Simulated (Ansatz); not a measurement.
Ansatz input

```yaml
crystal:
  lattice:
    - [3.4692890757, 0.0, 0.0]
    - [-1.7346445379, 3.0044924726, 0.0]
    - [0.0, 0.0, 11.5683307061]
  atoms:
    - { symbol: Bi, position: [0.0, 1.0, 0.0] }
    - { symbol: Bi, position: [0.0, 1.0, 0.5] }
    - { symbol: Bi, position: [0.3333333333, 0.6666666667, 0.25] }
    - { symbol: Bi, position: [0.6666666667, 0.3333333333, 0.75] }
hamiltonian:
  xc: pbesol
  pseudopotentials:
    kind: paw
    azcp:
      Bi: "pseudopotentials/Bi.paw.azcp"
basis:
  ecutwfc: 420
  fft_grid_basis: typed
kpoints:
  mp_grid: { grid: [12, 12, 3], shift: [0, 0, 0] }
magnetization:
  spin_polarized: false
scf:
  occupations: { method: fermi_dirac, width: 0.1 }
  lower_state_search: "off"
output:
  stress: true
```

Terminal output

```
Warning: the record states the generating functional pbe (its physics header spells it `PBE`), which answers neither for hamiltonian.xc's functional nor for the pbesol family's — results may be inconsistent (PPs are generated against a specific XC)
Engine: ansatz 0.2.0, aarch64-unknown-linux-gnu
Pseudopotentials: kind: paw
Pseudopotential: Bi, paw, valence charge 15, recommended cutoff 420 eV (normal) 
Functional definition: PBEsol
  exchange = pbesol_x
  correlation = pbesol_c
Crystal: 4 atoms, lattice volume = 120.582 Å³
Basis set: ecut = 420 eV, 2325 PW (Γ)
Bands: 35, of which v1, the nominal top of the filled ones, is band 30 counted from 1 (29 counted from 0)
Symmetry: 24 space group operations
Space group: P63/mmc (ITA 194), of the structure as read, at distance tolerance 4.9e-5 Å
k-points: 38 of 432
Non-local potential: Bi, projectors of the file, l = 0: 2, l = 1: 2, l = 2: 2, l = 3: 2
PAW form: soft (Blöchl's): semilocal exchange-correlation on the pseudo side does not see the compensation charge
PAW frozen core: Bi, regenerated for the run's functional, and the local potential with it (the file was generated under x = pbe(κ = 0.804, μ = 0.2195149727645171), c = pbe(β = 0.06672455060314922))
PAW one-centre angular grid: Bi, 590 points (default); XC on 64 Gauss nodes
Initial density: superposition of atomic densities (neutral atoms: chi_scale 0, normalization atom), corrected by the library's trained network
Initial wavefunctions: pseudopotential atomic-orbital guess
Functional: x = pbesol(κ = 0.804, μ = 0.12345679012345678), c = pbesol(β = 0.046)
SCF iter   1: F=—  HF=-48967.622638 eV  |F-HF|=—  |Δ(HF+E_count)|=         —  Δρ=1.27e-3  dr2=1.83e-3  ethr=1.77e-3  ⟨swp⟩=6.9  Hψ=5836  notcnv=0
SCF iter   2: F=—  HF=-48967.621426 eV  |F-HF|=—  |Δ(HF+E_count)|=   1.21e-3  Δρ=7.81e-4  dr2=7.27e-4  ethr=3.06e-6  ⟨swp⟩=2.1  Hψ=2757  notcnv=0
SCF iter   3: F=—  HF=-48967.621348 eV  |F-HF|=—  |Δ(HF+E_count)|=   7.82e-5  Δρ=1.84e-4  dr2=3.67e-5  ethr=1.21e-6  ⟨swp⟩=2.0  Hψ=2452  notcnv=0
SCF iter   4: F=—  HF=-48967.621363 eV  |F-HF|=—  |Δ(HF+E_count)|=   1.51e-5  Δρ=1.08e-4  dr2=1.12e-5  ethr=6.12e-8  ⟨swp⟩=2.0  Hψ=2462  notcnv=0
SCF iter   5: F=—  HF=-48967.621358 eV  |F-HF|=—  |Δ(HF+E_count)|=   4.85e-6  Δρ=1.65e-5  dr2=3.47e-7  ethr=1.87e-8  ⟨swp⟩=2.0  Hψ=2455  notcnv=0
SCF iter   6: F=-48967.621358 eV  HF=-48967.621358 eV  |F-HF|=8.03e-9  |Δ(HF+E_count)|=   3.38e-9  Δρ=3.70e-6  dr2=2.69e-8  ethr=1.67e-10  ⟨swp⟩=5.0  Hψ=5189  notcnv=0
SCF 1 converged in 6 iterations: F = -48967.621358 eV  dr2 = 2.69e-8
SCF converged after 6 iterations
Free energy (F): -48967.621358 eV
Harris-Foulkes:  -48967.621358 eV  (|F-HF|=8.03e-9)
Internal energy: -48967.539660 eV  (E = F + TS)
E sigma→0 (E₀):  -48967.580509 eV
Entropy (-TS):   -0.081698 eV (-20.425 meV/atom)
Fermi energy:    12.173756 eV
--- Per-component energies (eV) ---
  E_band       = -306.306253
  E_kinetic    = 1210.656038
  E_local      = -5508.857838  (includes V_loc(G=0)·N_el)
  E_nonlocal   = 2248.079799
  E_hartree    = 1735.310193
  E_xc         = -602.499006
  E_vxc        = -578.302816  (∫ρ·V_xc dr)
  E_paw        = -42037.511470  (= ΣΔE_a)
  E_vpaw       = -1148.497447  (= ΣTr[D̂ρ^β])
  E_aug_tail   = -0.001849  (compensation charges beyond the density's cutoff)
  E_ewald      = -6013.074537
  E_core_change = 0.359009  (= ΣΔE_core)
  E_smearing   = -0.081698  (= −TS)
  E_closure    = -0.000000  (closes the sum)
  Σ components = -48967.621358   (vs F -48967.621358, Δ=0.00e0)
--- Stress (GPa, compression-positive) ---
       -0.247302       0.000000      -0.000000
       -0.000000      -0.247302       0.000000
       -0.000000       0.000000       0.061998
  P = ⅓ Tr σ = -0.1442 GPa (-1.442 kbar)
```

Launched by

```sh
ansatz run input.yaml --threads 2 --pin off --max-ram 5120MiB --backend cpu --events-out ev --progress --plain --runs-dir out
```

On 2 threads of Arm Neoverse V1 (shared host) this took about 4.3 s of wall time and 8.3 s of CPU time.
